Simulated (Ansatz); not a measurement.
Te2Rh:
```
Te2Rh
1.0
    3.88714     0.00000     0.00000
   -1.94357     3.36636     0.00000
    0.00000     0.00000     5.24732
Rh Te
1 2
Cartesian
  0.00000   0.00000   0.00000
  0.00000   2.24424   1.34866
  1.94357   1.12212   3.89866
```

Relaxed with LDA. Special points in fractions of this cell's reciprocal vectors: Γ (0.000, 0.000, 0.000); M (0.500, 0.000, 0.000); K (0.333, 0.333, 0.000); A (0.000, 0.000, 0.500); L (0.500, 0.000, 0.500); H (0.333, 0.333, 0.500).

List the band energies nearest the Fermi level at these points for plane-wave PAW LDA (Ansatz code).

In eV from the Fermi level; about four levels below and three above (degenerate sets whole), none deeper than 8.9 eV; points with the same levels are listed once.

```
k                          below                above
-  -----------------------------  -------------------
Γ  -4.45 -4.45 -2.23 -2.23 -1.16  0.54 0.54 2.13 2.13
M        -2.56 -1.81 -1.74 -1.24       1.33 3.52 5.06
K        -2.02 -1.49 -0.63 -0.63       0.87 0.87 4.37
A  -2.26 -2.26 -1.80 -0.20 -0.20       0.17 3.31 3.31
L        -1.83 -1.55 -1.46 -0.05       1.47 2.82 4.87
H  -2.77 -2.77 -1.93 -1.25 -1.25  3.29 3.29 7.50 7.50
```

Space group P-3m1. The workflow started from an entry of the Crystallography Open Database (COD), which files this formula under 2 space groups. Its standing as an ambient phase is unchecked. The LDA relaxation kept the symmetry of its start; its stability against distortions is not shown here. No spin polarisation was allowed. A crystal of weakly bound layers computed without a dispersion correction: the cell and the soft elastic constants depend strongly on that. With an odd number of electrons in the cell and no spin polarisation, the count alone makes it a metal. Spin–orbit coupling is left out wherever it is not named.

Potentials: the later of the program's two PAW sets.
